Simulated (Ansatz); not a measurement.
## CaGe2Au2: other elements on the same sites

The calculation used DFT PBEsol, scalar-relativistic, plane waves, PAW (Ansatz). (420 eV cutoff, 12×12×12 k-mesh, Gaussian smearing of 0.10 eV, no spin polarisation)

Starting point, cell and atoms relaxed:

```
Ca Ge Au
1.0
    -2.21533    2.21533    5.12082
     2.21533   -2.21533    5.12082
     2.21533    2.21533   -5.12082
Ca Ge Au
1 2 2
Direct
  0.00000 0.00000 0.00000
  0.38109 0.38109 0.00000
  0.61891 0.61891 0.00000
  0.75000 0.25000 0.50000
  0.25000 0.75000 0.50000
```

Each substitution replaces an element on all its sites; cell and atoms are then relaxed within the symmetry of the start. The crystals needn't be the stable forms of their compositions. Lengths are those of the primitive cell. Mesh and smearing follow each crystal's size and gap, and all runs are without spin polarisation.

Spin-orbit coupling is left out, which matters for the bands and energies of heavy elements.

Give the relaxed structure after Ca→Cu.

```
Cu Ge Au
1.0
    -2.55871    2.55871    3.49737
     2.55871   -2.55871    3.49737
     2.55871    2.55871   -3.49737
Cu Ge Au
1 2 2
Direct
  0.00000 0.00000 0.00000
  0.32826 0.32826 0.00000
  0.67174 0.67174 0.00000
  0.75000 0.25000 0.50000
  0.25000 0.75000 0.50000
```
It takes space group I4/mmm (No. 139, tetragonal). Conventional cell: a = 5.117 Å, b = 5.117 Å, c = 6.995 Å, α = 90.00°, β = 90.00°, γ = 90.00°. Cu (site symmetry 4/mmm) is surrounded by 2 Ge at 2.30 Å. Ge (site symmetry 4mm) has 1 Cu at 2.30 Å and 1 Ge at 2.40 Å and 4 Au at 2.62 Å as nearest neighbours. Around Au (site symmetry -4m2) lie 4 Ge at 2.62 Å.

Give the relaxed structure after Ca→Mg, Ge→Sn.

```
Mg Sn Au
1.0
    -2.16345    2.16345    6.23868
     2.16345   -2.16345    6.23868
     2.16345    2.16345   -6.23868
Mg Sn Au
1 2 2
Direct
  0.00000 0.00000 0.00000
  0.38588 0.38588 0.00000
  0.61412 0.61412 0.00000
  0.75000 0.25000 0.50000
  0.25000 0.75000 0.50000
```
It takes space group I4/mmm (No. 139, tetragonal). Conventional cell: a = 4.327 Å, b = 4.327 Å, c = 12.477 Å, α = 90.00°, β = 90.00°, γ = 90.00°. Mg (site symmetry 4/mmm) is surrounded by 8 Sn at 3.37 Å and 8 Au at 3.80 Å. Around Sn (site symmetry 4mm) lie 4 Au at 2.75 Å and 1 Sn at 2.85 Å. Au (site symmetry -4m2) has 4 Sn at 2.75 Å and 4 Au at 3.06 Å as nearest neighbours.